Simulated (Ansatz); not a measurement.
Space group P4_2/mnm (No. 136). a = 8.615 Å, b = 8.615 Å, c = 2.941 Å, α = 90.00°, β = 90.00°, γ = 90.00°
| atom | site | symmetry | x | y | z |
| --- | --- | --- | --- | --- | --- |
| V | 4f | m.2m | 0.8423 | 0.1577 | 0.5000 |
| V | 4f | m.2m | 0.3881 | 0.6119 | 0.5000 |
| V | 8i | m.. | 0.8853 | 0.6265 | 0.5000 |
| N | 2b | m.mm | 0.0000 | 0.0000 | 0.5000 |

Equation of state of this V8N structure (not necessarily the ground state), with shape and atoms relaxed at each volume where symmetry leaves them free. It has no gap at any of these volumes. Level of theory: DFT PBEsol, scalar-relativistic, plane waves, PAW (Ansatz).

Plane waves to 420 eV, a k mesh through Γ of 4×4×12 on the computed 18-atom cell and Gaussian smearing (0.10 eV); no spin polarisation.

| V (Å³/atom) | E − E(largest V) (meV/atom) | P (GPa) |
| --- | --- | --- |
| 10.669 | 75.43 | 35.76 |
| 11.033 | 7.08 | 24.75 |
| 11.396 | -38.03 | 15.25 |
| 11.760 | -63.05 | 7.04 |
| 12.124 | -70.76 | -0.03 |
| 12.488 | -63.54 | -6.10 |
| 12.851 | -43.51 | -11.32 |
| 13.336 | 0.00 | -17.12 |

Question: Fit a third-order Birch–Murnaghan equation to E(V).

Answer: V0 = 12.12 Å³/atom, B0 = 218 GPa, B0' = 4.0.

Cost: 8 runs of about 2.2 core-hours in all, on Intel Xeon Processor @ 2.50GHz (Skylake/Cascade Lake) (shared hosts).